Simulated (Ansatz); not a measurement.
# Two inputs for NaNbGaP3O12

Cell: a Materials Project structure (computed, not necessarily an observed phase), taken as it stands.

Space group R3c:H (No. 161); a = 8.6647, c = 22.5466 Å, γ = 120.00°.

```csv
site,Wyckoff,site symmetry,x,y,z
Na,6a,3.,0.0000,0.0000,0.4964
Nb,6a,3.,0.0000,0.0000,0.6450
Ga,6a,3.,0.0000,0.0000,0.3521
P,18b,1,0.9593,0.3419,0.5846
O13,18b,1,0.2065,0.0333,0.3063
O19,18b,1,0.7981,0.9698,0.6949
O25,18b,1,0.0235,0.8344,0.4092
O31,18b,1,0.9735,0.1680,0.5905
```

One atom of each set is listed; the run and its k-mesh use a cell of 36 atoms with edges of 9.03, 9.03, 9.03 Å.

Reference run. Level of theory: DFT, PBE, plane waves and PAW, scalar-relativistic, 420 eV cutoff, Γ-centred 3×3×3 k-points, Fermi–Dirac smearing 0.02 eV (Ansatz 0.2.0).

**Question.** The input is changed as follows: `scf.occupations.width`: 0.02 → not typed; `scf.occupations.method`: fermi_dirac → tetrahedron_uncorrected; `kpoints.mp_grid.grid`: [3, 3, 3] → [2, 2, 2]; `hamiltonian.xc`: pbe → r2scan. What happens to V_zz (10²¹ V/m²) and η?

**Answer.** 

```
site  V_zz reference  η reference  V_zz changed  η changed
  Na           -0.89         0.00         -0.91       0.00
  Nb           -0.22         0.00         -0.33       0.00
  Ga            0.24         0.00          0.23       0.00
   P           -3.23         0.46         -3.42       0.50
 O13           11.62         0.16         11.62       0.16
 O19            9.53         0.03          9.73       0.03
 O25           10.89         0.33         10.97       0.33
 O31            9.49         0.21          9.70       0.21
```

The largest change of V_zz is on O31, from 9.49 to 9.70. In per cent, |V_zz| changes by +2 on Na, +6 on P, 0 to +2 on O (all sites that start above 0.5). The cutoff that the program takes moves with it, from 420 to 500 eV. Its pressure is -6 GPa, against -1 GPa in the reference run. SCF iterations: 8 and 9. New warnings: band table not solved further. In the changed run the k-mesh is coarser than the standard one, so its values aren't converged ones.

On the reference run: The largest force is 0.5 eV/Å, so the atoms aren't at the calculated equilibrium and relaxing them would move these values. A computed database structure should lie near equilibrium, so this entry is doubtful. Without spin–orbit coupling (the program notes it for Nb) the gradients are little affected as a rule: paired runs on crystals with a gap mostly move them by under 2 % at such atoms.
